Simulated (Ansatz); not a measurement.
Problem. Each is relaxed and computed with plane-wave PAW LDA (Ansatz code). Which alone has a direct gap?
A. Ag2O, Pn-3m (Ag on 4c, O on 2a)
B. AgRhO2, R-3m (Ag on 3a, Rh on 3b, O on 6c)
C. NbAgO3, cubic perovskite
D. Ag2S, Cmcm (Ag on 4b, Ag on 4c, S on 4c)

Solution. A, Ag2O, Pn-3m (Ag on 4c, O on 2a). Ag2O: gap 0.11 eV (direct); NbAgO3: gap 1.41 eV (indirect); AgRhO2: gap 0.45 eV (indirect); Ag2S: gap 0.62 eV (indirect). Standing as an ambient phase not checked: NbAgO3, cubic perovskite; AgRhO2, R-3m (Ag on 3a, Rh on 3b, O on 6c); Ag2S, Cmcm (Ag on 4b, Ag on 4c, S on 4c). Unstable at this level: Ag2O, Pn-3m (Ag on 4c, O on 2a); NbAgO3, cubic perovskite. All cells were relaxed under the symmetry of their starts (and spin orders); stability against distortions was not tested throughout. Rows with no word on spin ran without spin polarisation. Spin–orbit coupling is left out wherever it is not named.

Potentials: the later of the program's two PAW sets.
